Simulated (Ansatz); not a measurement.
The elements of this relaxed trial crystal are hidden behind letters.

```
lattice vectors (Å)
   3.6377    0.0000    0.0000
  -1.8188    3.1503    0.0000
   0.0000    0.0000    6.4520
fractional positions
X 0.3333 0.6667 0.2134
X 0.6667 0.3333 0.7866
Z 0.0000 0.0000 0.0000
Q 0.3333 0.6667 0.6928
Q 0.6667 0.3333 0.3072
Q 0.0000 0.0000 0.5000
```

Level of theory: DFT PBE, scalar-relativistic, plane waves, PAW in Ansatz 0.2.0. Cutoff 420 eV, Γ-centred 6×6×4 mesh (6-atom cell), Gaussian smearing of 0.02 eV, no spin polarisation.

* Space group: P-3m1 (No. 164)
* Conventional cell: a = 3.638 Å, c = 6.452 Å
* Volume per atom: 12.32 Å³
* Density: 9.45 g/cm³
* Formation energy: −2.912 eV/atom
* Gap on the 6×6×4 mesh of the 6-atom cell: 3.14 eV

Energies are uncorrected and count from the elements' standard states at the same level.

Question: X is a lanthanide, Z is a p-block element of period 2 and Q is a p-block element of period 2. Which elements are they?

Answer: X = Lu, Z = N, Q = F, so the formula is Lu2NF3. Density times volume gives a mean mass of 9.45 × 12.32/1.6605 = 70.1 u per atom, and this set has 70.2 u. Among the elements that the hints allow, noble gases aside, only these give it. Around Lu lie 3 F at 2.19 Å, 3 N at 2.51 Å and 3 F at 2.80 Å; N is surrounded by 6 Lu at 2.51 Å and 6 F at 2.89 Å; F on a site of symmetry 3m has 3 Lu at 2.19 Å, 3 F at 2.44 Å and 3 N at 2.89 Å; 1 more site not described.

Kohn–Sham gaps at this level usually fall short of measured ones. A structure relaxed within its symmetry needn't be a true minimum. Another cell of Lu2NF3 relaxed alike, in P-4m2, lies 60 meV/atom lower, so this cell isn't the stable form at this level.
